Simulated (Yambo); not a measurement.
Yambo run on MoS2 (space group P6_3/mmc, No. 194). The wavefunctions come from this Quantum ESPRESSO step (PBEsol, PseudoDojo standard norm-conserving files, scalar-relativistic):

```
&CONTROL
  calculation = 'nscf'
  pseudo_dir = './pseudo'
  outdir = './out'
/
&SYSTEM
  ibrav = 0
  nat = 6
  ntyp = 2
  ecutwfc = 80.0
  ecutrho = 320.0
  occupations = 'fixed'
  force_symmorphic = .true.
  nbnd = 223
/
&ELECTRONS
  conv_thr = 6.000000000000001e-09
  diago_full_acc = .true.
  diago_thr_init = 1e-08
/
ATOMIC_SPECIES
S 32.0600 S.upf
Mo 95.9500 Mo.upf
CELL_PARAMETERS angstrom
  3.149878465831   0.000000000000   0.000000000000
 -1.574939232916   2.727874770243   0.000000000000
  0.000000000000   0.000000000000  12.090812644000
ATOMIC_POSITIONS crystal
S   0.666666667000   0.333333333000   0.620468637400
S   0.333333333667   0.666666666333   0.379531362600
S   0.333333333667   0.666666666333   0.120468637400
S   0.666666667000   0.333333333000   0.879531362600
Mo   0.666666667000   0.333333333000   0.250000000000
Mo   0.333333333667   0.666666666333   0.750000000000
K_POINTS automatic
6 6 1 0 0 0
```

Yambo input:

```
rim_cut
gw0
dyson
el_el_corr
HF_and_locXC
ppa
em1d
RandQpts= 1000000
RandGvec= 1 Ry
EXXRLvcs= 80 Ry
VXCRLvcs= 320 Ry
Chimod= "HARTREE"
% BndsRnXp
 3 | 221 |
%
NGsBlkXp= 8 Ry
% LongDrXp
 1.0 | 1.0 | 1.0 |
%
PPAPntXp= 27.2114 eV
% GbndRnge
 1 | 221 |
%
GTermKind= "BG"
DysSolver= "n"
ExtendOut
% QPkrange
 1 | 1 | 26 | 27 |
 4 | 4 | 26 | 27 |
 5 | 5 | 26 | 27 |
 7 | 7 | 26 | 27 |
%
```

k points by index: 1 = Γ, 4 = M, 5 = (0.167, 0.167, 0), 7 = K.

Table of the .qp output:

```
#    K-point    Band    Eo [eV]    E [eV]    E-Eo [eV]    Vxc [eV]    Vnlxc [eV]    Sc|Eo [eV]    Sc|E [eV]    dSc/dw|Eo [eV]    Re(Z)    Im(Z)
#
    1    26    0.000000    -0.122789    -0.122789    -16.30773    -16.91095    0.445701    0.480436    -7.695319    0.779544    -0.001307
    1    27    2.074926    2.312403    0.237477    -15.58616    -11.24306    -4.039420    -4.105621    -7.583563    0.782049    -0.949108E-3
    4    26    -1.368794    -1.578150    -0.209356    -14.86561    -16.27876    1.146264    1.203800    -7.476011    0.784472    -0.001356
    4    27    1.595735    2.111084    0.515349    -18.60106    -13.63513    -4.299524    -4.450579    -7.974023    0.773368    -0.001629
    5    26    -1.547312    -1.626410    -0.079098    -16.13762    -17.45310    1.213717    1.236379    -7.789942    0.777436    -0.001352
    5    27    0.742833    0.996173    0.253340    -15.09676    -11.12799    -3.647039    -3.715437    -7.344402    0.787460    -0.001273
    7    26    -0.654468    -0.687422    -0.032953    -16.47472    -16.96974    0.452808    0.462072    -7.640610    0.780768    -0.001304
    7    27    1.044163    1.467652    0.423488    -17.57124    -13.38252    -3.645177    -3.765226    -7.712355    0.779164    -0.001310
```
(The two width columns are left out.) Convergence of these settings isn't established.

Spin-orbit coupling is not included.

Geometry relaxed with PBE+D3(BJ).
